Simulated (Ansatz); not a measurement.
## SiO2: pressure against volume

SiO2, Im-3m, a = 8.911 Å. This isn't the usual stable structure of the compound. Ansatz: LDA, PAW, 420 eV, Γ-centred 4×4×4 mesh on 18 atoms, Gaussian smearing 0.02 eV; no spin polarisation. Shape and atoms are relaxed at each volume; pressure is positive in compression.

| V (Å³/atom) | P (GPa) |
| --- | --- |
| 17.298 | 16.05 |
| 17.888 | 11.53 |
| 18.477 | 7.31 |
| 19.067 | 3.44 |
| 19.657 | -0.05 |
| 20.246 | ? |
| 20.836 | -5.96 |
| 21.622 | -9.18 |

Task: Take V0 = 19.657 Å³/atom, count pressures from its P0 = -0.05 GPa, fit the third-order Birch–Murnaghan form to the other rows, and predict the missing pressure.

Result: With the Eulerian strain f = ½[(V0/V)^(2/3) − 1] and y = (P − P0)/[3f(1 + 2f)^(5/2)], the form is the line y = B0 + 1.5 B0 (B0′ − 4) f. Rows (f, y): 0.04448, 97.5; 0.03244, 101.7; 0.02107, 105.0; 0.01026, 107.8; -0.01904, 114.0; -0.03077, 115.9. Means f = 0.009740, y = 106.98; Σ(Δf)² = 0.004320, ΣΔfΔy = -1.035; the slope is their ratio. y = 109.3 − 239.5 f GPa, so B0 = 109.3 GPa and B0′ = 4 + 2 × (-239.5)/(3 × 109.3) = 2.54. At V = 20.246, f = -0.00975, y = 111.64 and P = -3.16 GPa. The run gave -3.18 GPa, so the fit is 0.02 GPa too high, within the rms miss on the fitted rows (0.09 GPa).

Cost: 8 runs of about 4.8 core-minutes in all, on Oxide Virtual Turin-like Processor (Zen 5) (shared hosts).